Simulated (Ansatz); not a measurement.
## Structures of Tl2As3: which is lowest?

Plane-wave DFT in Ansatz with scalar-relativistic PAW potentials, cutoff 420 eV, Γ-centred meshes chosen by cell and gap, Gaussian smearing with energies taken to zero width. Every cell was relaxed (cell and atoms) in a run of its own, within the symmetry of its start. Functional: PBE.

Relaxed structures (starts from databases or built by putting these elements on another compound's sites):
A. R-3c, 10 atoms in the computed cell, a = 6.286 Å, c = 30.387 Å; sites (symmetry × multiplicity) Tl 3. × 12, As .2 × 18; start: built
B. R-3m, 5 atoms in the computed cell, a = 4.050 Å, c = 28.159 Å; sites (symmetry × multiplicity) Tl 3m × 6, As -3m × 3 + 3m × 6; start: built

Q: Rank them by energy. Could pressure change the order?

A:
```csv
structure,group,E − E(lowest) (meV/atom),V (Å³/atom),gap on mesh (eV)
B,R-3m,0.0,26.67,0.00
A,R-3c,41,34.67,0.00
```

B is lowest, 41 meV/atom under A. The lowest is also the densest of these, so pressure wouldn't bring one of the others in at first order. Other structures may lie lower than all of these, and vibrations aren't counted.

Spin-orbit coupling is left out, which matters for the bands of heavy elements. For Tl, Pb and Bi spin-orbit coupling shifts energies too.